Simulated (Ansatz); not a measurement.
Relaxed CdSe (zinc blende):

```
CELL_PARAMETERS angstrom
      0.00000     3.09814     3.09814
      3.09814     0.00000     3.09814
      3.09814     3.09814     0.00000
ATOMIC_POSITIONS crystal
  Se 0.75000 0.75000 0.75000
  Cd 0.00000 0.00000 0.00000
```

In each cell atom 2 (Cd, nearest neighbour Se at 2.683 Å; its periodic images, 4.4 Å or more away, move with it) moves by s·(-0.577, -0.577, -0.577) (towards the nearest neighbour), the rest being held.

Method: PBE (plane waves to 420 eV, PAW, scalar-relativistic; Ansatz, a quantum-chemistry and plane-wave program). k mesh 8×8×8 (Γ-centred), Fermi-Dirac smearing 0.05 eV. The energy includes the smearing's −TS. CdSe was relaxed with its symmetry unable to fall. The zero of ΔE is the undisplaced structure.

Successive frames, forces in eV/Å:

```json
[
 {"frame": "s = 0.216 Å", "ΔE (meV/cell)": "129", "F on Se1": "(-0.798, -0.798, -0.798)", "F on Cd2": "(0.798, 0.798, 0.798)"},
 {"frame": "s = 0.108 Å", "ΔE (meV/cell)": "28", "F on Se1": "(-0.317, -0.317, -0.317)", "F on Cd2": "(0.317, 0.317, 0.317)"},
 {"frame": "s = 0.000 Å", "ΔE (meV/cell)": "0", "F on Se1": "(0.000, 0.000, 0.000)", "F on Cd2": "(0.000, 0.000, 0.000)"}
]
```

Question: What are the energy and the forces in the next frame, s = -0.108 Å?

Answer: ΔE (meV/cell) = 20.

```json
[
 {"atom": "Se1", "Fx": "0.203", "Fy": "0.203", "Fz": "0.203"},
 {"atom": "Cd2", "Fx": "-0.203", "Fy": "-0.203", "Fz": "-0.203"}
]
```

(A displaced cell: forces are minus the slopes of the energy, force constants its curvatures, and phonons follow from these.)
